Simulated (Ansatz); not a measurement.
**4 guesses for Sr2V and where they end**

Theory: Ansatz, DFT PBE, scalar-relativistic, plane waves, PAW. All cells share a 420 eV cutoff and Γ-centred k meshes spaced at most about 0.3 Å⁻¹ (about 0.25 or finer for metals, 2π included). Collinear spin in cells that started with moments and kept them past the coarse steps, no spin elsewhere.

Each guess was relaxed in cell and atoms at zero pressure, within the symmetry of its start. These are static total energies at zero pressure. Coordination counts all near atoms (those within 1.25 times the shortest distance at each site; a plus sign parts nearer from farther groups).

```
guess    made from  start group  V start (Å³/atom)         end group  V end (Å³/atom)  coordination at the end  gap on mesh (eV)  largest moment (μB)  E over the lowest end (meV/atom)
    1  random cell        P-3m1               27.5                 ?                ?                        ?                 ?                    ?                                 ?
    2   FeSi2 type       P4/mmm               21.8            P4/mmm             42.1            Sr 4+6, V 8+4                 0                  3.4                                 0
    3   Mg2Sn type        Fm-3m               30.7  Fm-3m (fluorite)             43.4              Sr 4+6, V 8                 0                  3.6                               116
    4    TiB2 type       P6/mmm               21.5            P6/mmm             35.3           Sr 5+6, V 2+12                 0                  3.2                               147
```

Guess 1 as it starts:

```xyz
3
Lattice="3.7565 0.0000 0.0000 -1.8782 3.2532 0.0000 0.0000 0.0000 6.7579" Properties=species:S:1:pos:R:3 pbc="T T T"
Sr    0.0000    2.1688    1.8828
Sr    1.8782    1.0844    4.8750
V     0.0000    0.0000    3.3789
```

Q: Fill in the missing row: what does this guess relax into, and where does it rank?

A: It ends in Sr and V ordered on fcc sites, space group P-3m1 (No. 164), with a = 3.971 Å, c = 8.615 Å, 39.2 Å³/atom and no gap, with moments up to 3.2 μB. It lies 76 meV/atom over the lowest end, above guess 2 and below guess 3. Counting all near atoms, this end has Sr 3+6, V 6+6 and the lowest (guess 2) has Sr 4+6, V 8+4.

```xyz
3
Lattice="3.9712 0.0000 0.0000 -1.9856 3.4391 0.0000 0.0000 0.0000 8.6148" Properties=species:S:1:pos:R:3 pbc="T T T"
Sr    0.0000    2.2928    1.8544
Sr    1.9856    1.1464    6.7604
V     0.0000    0.0000    4.3074
```

Energies over the elements count from the elements' standard structures at the same level, with no fitted energy shifts.

Q: Is the lowest end bound against the elements?

A: No: its formation energy is +0.75 eV/atom. It can't be a ground state, since the elements alone are lower.

Another magnetic order may lie lower. Cells relaxed within their symmetry can be saddle points. A lower structure may well exist outside this small set. Some types were kept out of the candidates beforehand, so the set may lack a known form.
